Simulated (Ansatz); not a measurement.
AlCo:
```yaml
crystal:
  lattice:
    - [1.34587, -4.65202, 0.00000]
    - [1.34587, 4.65202, 0.00000]
    - [0.00000, 0.00000, 3.96517]
  atoms:
    - { symbol: Al, position: [0.66093, 0.33907, 0.25000], spin: 0.0 }
    - { symbol: Co, position: [0.92875, 0.07125, 0.25000], spin: 0.5 }
    - { symbol: Al, position: [0.33907, 0.66093, 0.75000], spin: 0.0 }
    - { symbol: Co, position: [0.07125, 0.92875, 0.75000], spin: 0.5 }
```

Relaxed with PBE. Special points in fractions of this cell's reciprocal vectors: Γ (0.000, 0.000, 0.000); Y (-0.500, 0.500, 0.000); C0 (-0.271, 0.729, 0.000); Σ0 (0.271, 0.271, 0.000); Z (0.000, 0.000, 0.500); A0 (0.271, 0.271, 0.500); E0 (-0.271, 0.729, 0.500); T (-0.500, 0.500, 0.500); S (0.000, 0.500, 0.000); R (0.000, 0.500, 0.500).

Problem. List the band energies nearest the Fermi level at these points for plane-wave PAW PBE (Ansatz code).

Solution. In eV from the Fermi level; about four levels below and three above (degenerate sets whole), none deeper than 8.9 eV; points with the same levels are listed once.

```
k                       below                  above
----  -----------------------  ---------------------
Γ ↑   -0.86 -0.73 -0.67 -0.44         0.05 2.60 6.13
Y ↑   -1.09 -0.91 -0.64 -0.42         0.61 1.93 2.52
C0 ↑  -1.69 -1.49 -1.03 -0.84         0.35 0.64 3.80
Z ↑   -0.75 -0.75 -0.40 -0.40  2.85 2.85 10.54 10.54
A0 ↑  -1.16 -1.16 -0.06 -0.06    0.51 0.51 1.21 1.21
T ↑   -0.45 -0.45 -0.33 -0.33    7.15 7.15 9.15 9.15
S ↑   -1.50 -1.11 -1.09 -0.65         0.42 0.80 1.77
R ↑   -2.07 -2.07 -0.82 -0.82    0.05 0.05 0.61 0.61
Γ ↓   -0.77 -0.45 -0.40 -0.28         0.16 0.43 2.77
Y ↓   -0.79 -0.78 -0.46 -0.17         0.18 0.67 2.03
C0 ↓  -1.29 -1.18 -0.60 -0.47         0.73 0.96 3.91
Z ↓   -0.82 -0.82 -0.38 -0.38    0.13 0.13 3.08 3.08
A0 ↓  -1.66 -1.66 -0.86 -0.86    0.29 0.29 0.80 0.80
T ↓   -1.85 -1.85 -0.77 -0.77    0.05 0.05 0.08 0.08
S ↓   -1.00 -0.75 -0.73 -0.39         0.74 1.15 2.02
R ↓   -1.73 -1.73 -0.46 -0.46    0.31 0.31 0.80 0.80
```

Space group Cmcm. The start of the workflow was typed in or built on a structure type; neither database checked (COD, Materials Project) lists it. Its standing as an ambient phase is unchecked. The cell was relaxed with PBE under the symmetry of its start; its stability against distortions is not shown here. Magnetic state: ferromagnetic, the only order run, not a proven ground state.

Potentials: the earlier of the program's two PAW sets.
